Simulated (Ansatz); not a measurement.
Pd (fcc (Cu type), Fm-3m) at seven volumes, the program Ansatz at the LDA level (PAW), scaled uniformly. One row is withheld.

| V (Å³/atom) | P (GPa) |
|---|---|
| 12.872 | 27.61 |
| 13.296 | 16.63 |
| 13.720 | 7.53 |
| 14.145 | 0.00 |
| 14.569 | -6.22 |
| 14.993 | -11.34 |
| 15.418 | ? |

### Question
Fit the shown pressures and predict the withheld one.

### Answer
P = (3/2)B₀(x^(7/2) − x^(5/2))[1 + (3/4)(B′ − 4)(x − 1)] with x = (V₀/V)^(2/3). Least squares on the six rows gives V₀ = 14.145 Å³/atom, B₀ = 228 GPa, B′ = 5.34. At V = 15.418, x = 0.9442 and P = -15.61 GPa. The run itself gave -15.54 GPa.

The cell was relaxed with LDA under the symmetry of its start. The run is not spin-polarised.

Potentials: the later of the program's two PAW sets.
